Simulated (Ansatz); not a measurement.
As2O5 in space group P2_12_12_1 (No. 19; Pearson symbol oP28), PBE (plane waves, PAW; program Ansatz), all energies at zero smearing, with the estimated change up to a 700 eV cutoff added, with one set of potentials and settings (totals compare only within such a set). Cell of 28 atoms (8 As, 20 O): -50178.114 eV.

```
element                            reference phase  E (eV/atom)
-------  -----------------------------------------  -----------
As                       R-3m, 2 atoms in the cell   -4856.1377
O        C2/m, 4 atoms in the cell, spin-polarised    -565.0000
```

Formation energy per atom, worked out: (-50178.114 − 8×(-4856.1377) − 20×(-565.0000))/28 = -1.036 eV/atom (-100 kJ per mol of atoms), at 0 K, without zero-point energy or fitted corrections.

The first step of the workflow began from a Materials Project structure, measured or hypothetical; the Crystallography Open Database files this formula in space group No. 19, but the cells were not matched. Whether it is the stable phase at ambient conditions was not checked. The PBE relaxation kept the symmetry of its start; whether a distortion lowers the energy is not shown. The references are the lowest solids computed at this level, not always the standard phases (solids in place of the gases).

Potentials: the later of the program's two PAW sets.
